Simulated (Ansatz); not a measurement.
Ansatz (a quantum-chemistry and plane-wave program) input:

Ansatz 0.2 input:
```yaml
crystal:
  lattice:
    - [2.3794029819, 1.3737489521, 4.3316299049]
    - [-2.3794029819, 1.3737489521, 4.3316299049]
    - [0.0, -2.7474979042, 4.3316299049]
  atoms:
    - { symbol: Al, position: [0.3519121564, 0.3519121564, 0.3519121564] }
    - { symbol: Al, position: [0.1480878436, 0.1480878436, 0.1480878436] }
    - { symbol: Al, position: [0.6480878436, 0.6480878436, 0.6480878436] }
    - { symbol: Al, position: [0.8519121564, 0.8519121564, 0.8519121564] }
    - { symbol: O, position: [0.5563641487, 0.9436358513, 0.25] }
    - { symbol: O, position: [0.25, 0.5563641487, 0.9436358513] }
    - { symbol: O, position: [0.9436358513, 0.25, 0.5563641487] }
    - { symbol: O, position: [0.4436358513, 0.0563641487, 0.75] }
    - { symbol: O, position: [0.75, 0.4436358513, 0.0563641487] }
    - { symbol: O, position: [0.0563641487, 0.75, 0.4436358513] }
kpoints:
  mp_grid: { grid: [7, 7, 7] }
hamiltonian:
  xc: r2scan
  pseudopotentials: { kind: paw }
scf:
  occupations: { method: fixed }
checkpoint: { read: static.run }
output: { write_density: true, elf: true, volumetric_format: npy }
basis: { fft_grid_basis: typed }
```

Output (shortened):

```
Pseudopotential: Al, paw, valence charge 3
Pseudopotential: O, paw, valence charge 6
Functional definition: r2SCAN
Crystal: 10 atoms, lattice volume = 84.953 Å³
Basis set: ecut = 500 eV, 2169 PW (Γ), exchange–correlation on 160×160×160 points (64 copies of the dense FFT grid, shifted against one another)
Bands: 34, of which v1, the nominal top of the filled ones, is band 24 counted from 1 (23 counted from 0)
Symmetry: 12 space group operations
Space group: R-3c (ITA 167), of the structure as read, at distance tolerance 4.4e-5 Å
k-points: 44 of 343
Stability of the state it starts from, as read at its close in the unpolarized treatment …
iter 1 solved again at ethr=1.81e-8 eV; its pass at ethr=3.10e-3 eV (dr2=8.71e-6 eV) is discarded
SCF iter   1: F=—  HF=-5590.626550 eV  |F-HF|=—  |Δ(HF+E_count)|=         —  Δρ=4.93e-7  dr2=1.62e-10  dr2_τ=1.58e-11  ethr=1.81e-8  ⟨swp⟩=3.5  Hψ=9992  notcnv=0  defer=351
preconditioner: auto → Resta (q_TF=auto, 2.481 Å⁻¹)
SCF iter   2: F=-5590.626550 eV  HF=-5590.626550 eV  |F-HF|=6.18e-11  |Δ(HF+E_count)|=  1.66e-10  Δρ=3.92e-7  dr2=7.83e-11  dr2_τ=2.89e-11  ethr=1.00e-12  ⟨swp⟩=13.6  Hψ=9139  notcnv=0
SCF 1 converged in 2 iterations: F = -5590.626550 eV  dr2 = 7.83e-11
SCF converged after 2 iterations
Free energy (F): -5590.626550 eV
Harris-Foulkes:  -5590.626550 eV  (|F-HF|=6.18e-11)
Internal energy: -5590.626550 eV  (E = F + TS)
E sigma→0 (E₀):  -5590.626550 eV
Fermi energy:    7.347410 eV
--- Per-component energies (eV) ---
  E_band       = 34.435908
  E_kinetic    = 1193.106722
  E_local      = -1987.007850  (includes V_loc(G=0)·N_el)
  E_nonlocal   = 318.381915
  E_hartree    = 741.340600
  E_xc         = -601.466220
  E_vxc        = -779.036451  (∫ρ·V_xc dr)
  E_paw        = -2856.711257  (= ΣΔE_a)
  E_vpaw       = -240.912816  (= ΣTr[D̂ρ^β])
  E_aug_tail   = 0.006176  (compensation charges beyond the density's cutoff)
  E_vtau       = 47.217448  (kinetic-family band-sum trace: ∫τ·v_τ [+ j·A + Jᵃ·Aᵃ] dr)
  E_ewald      = -2397.844558
  E_core_change = -0.432078  (= ΣΔE_core)
  E_smearing   =  0.000000  (= −TS)
  E_closure    =  0.000000  (closes the sum)
  Σ components = -5590.626550   (vs F -5590.626550, Δ=0.00e0)
  [band-id]    e_kinetic+e_local+e_nonlocal+2·e_hartree+e_vxc+e_vpaw+e_augmentation_tail+e_vtau = 34.436344   (vs E_band 34.435908, Δ=4.36e-4)
--- Band table (eV; the first three rows and the last of 44) ---
  k-point 0: bands = ["-12.8433", "-10.5617", "-10.2868", "-10.2868", "-9.9796", "-9.9796", "0.4069", "1.4182", "1.7431", "1.7431", "2.8613", "2.9759", "2.9759", "4.0066", "4.4133", "5.8878", "5.8878", "6.0130", "6.0130", "6.8273", "6.8273", "7.3001", …
  k-point 1: bands = ["-12.7383", "-10.6043", "-10.3539", "-10.3077", "-10.0286", "-9.9857", "0.5229", "1.1768", "1.6119", "2.2639", "2.3683", "2.9048", "3.7073", "4.4327", "4.6227", "5.5028", "5.8377", "5.9210", "6.0920", "6.5874", "6.6695", "7.0362", …
  k-point 2: bands = ["-12.4357", "-10.9158", "-10.3423", "-10.3374", "-10.1421", "-10.0256", "0.7112", "1.2726", "1.2930", "2.1967", "2.8280", "3.2712", "4.5108", "4.6148", "5.0931", "5.3095", "5.4408", "5.6357", "5.9427", "5.9450", "6.5237", "6.8423", …
  k-point 43: bands = ["-11.8621", "-11.7050", "-10.4064", "-10.3165", "-10.0530", "-10.0154", "1.5777", "1.6847", "2.5375", "2.5560", "2.9596", "3.3553", "3.5065", "3.6943", "4.6936", "4.9050", "4.9933", "5.4643", "5.6639", "5.8240", "6.7277", "6.7334", …
```

Cost: around 14 core-seconds (rough) on shared cores.

Symmetry was held in the r²SCAN relaxation.

Potentials: the later of the program's two PAW sets.

Ansatz is a plane-wave DFT program.
